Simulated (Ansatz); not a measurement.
## Fields on a plane of ZrCu5 (space group F-43m)

```yaml
crystal:
  lattice:
    - [0.00000, 3.35596, 3.35596]
    - [3.35596, 0.00000, 3.35596]
    - [3.35596, 3.35596, 0.00000]
  atoms:
    - { symbol: Zr, position: [0.00000, 0.00000, 0.00000] }
    - { symbol: Cu, position: [0.25000, 0.25000, 0.25000] }
    - { symbol: Cu, position: [0.62418, 0.62418, 0.62418] }
    - { symbol: Cu, position: [0.62418, 0.62418, 0.12746] }
    - { symbol: Cu, position: [0.62418, 0.12746, 0.62418] }
    - { symbol: Cu, position: [0.12746, 0.62418, 0.62418] }
```

The slice is a {110} plane (indices of the conventional cell) through the point (0.624, 0.624, 0.624) (fractional), spanned by u = [100] and v = [1 -1 -1] in vectors of this cell: u (4.75 Å) and v (6.71 Å, at 90° to u). It covers one period; positions are fractions (u, v).

Atoms on it: Zr at (0.75, 0.62); Cu at (0.25, 0.37); Cu at (0.00, 0.00); Cu at (0.50, 0.00).

Computed with LDA (plane waves to 420 eV, PAW, scalar-relativistic; Ansatz, a program for electronic structure). k mesh 12×12×12. These are valence fields of a PAW run, semicore shells included where kept as valence: close to a nucleus they are smooth pseudo fields. ZrCu5 is run without spin polarisation. ZrCu5 was relaxed with its symmetry unable to fall.

```tsv
v \ u	0.00	0.18	0.35	0.53	0.71	0.88
0.88	-0.1	-0.5	-0.4	-0.1	-0.6	-0.4
0.75	-0.6	-0.5	-0.5	-0.6	0.0	-0.3
0.62	-0.5	-0.7	-0.7	-0.4	0.6	0.5
0.50	-0.7	-0.3	-0.4	-0.7	0.0	-0.3
0.38	-0.6	1.3	1.0	-0.7	-0.6	-0.7
0.25	-0.7	-0.3	-0.4	-0.7	-0.4	-0.6
0.12	-0.1	-0.6	-0.5	-0.1	-0.5	-0.4
0.00	1.8	-0.1	0.3	1.8	-0.3	0.7
```

Values: log₁₀ of the valence density in e/Å³. The scale is logarithmic, as a density can span decades between atoms and voids.

```
|xxxx110011111133xxxxxx1111111111xx|
|2211001122110011222211111122111111|
|1100112233221100111111112222221111|
|1122222222222222112222111111112222|
|2233332222222233332200000000000011|
|1133332211112233220000336677551100|
|0022222211112233110033999999997711|
|001122222222222200117799xxxxxx9944|
|0011222222222222001188xxxxxxxx9955|
|001122222222222200118899xxxxxx9944|
|0011221100111122000044999999997711|
|0022110000000011110000337777552200|
|1111111122221111111100000000000000|
|111111xxxxxx2211112211111111111122|
|110011xxxxxxxx11002222222222222222|
|110011xxxxxx2200002222222222222222|
|1100001122220000002222221111222222|
|2211000000000000112222221111112222|
|2222111100001111222222222211222222|
|1111112222221111001111222222222211|
|0000001122220000000000112233221100|
|2211000022110011222211001122111111|
|xxxx110011111133xxxxxx1111111111xx|
|xxxx2200111111xxxxxxxx1111111122xx|
```
Scale: ten equal steps from 0.12 (start of '0') to 0.81 (end of '9'), in the order '0123456789'. Values: electron localisation function (ELF). The map has 17 points along u (two characters each, u = 0 at the left) and 24 along v (v = 0 in the bottom row). Points within 0.5 Å of a nucleus are blanked (x), as the pseudised field means little there.

| Quantity | Value |
|---|---|
| Density on the Cu–Cu line (2.36 Å) at its midpoint | 0.39 e/Å³ |
| ELF at that point | 0.2 |
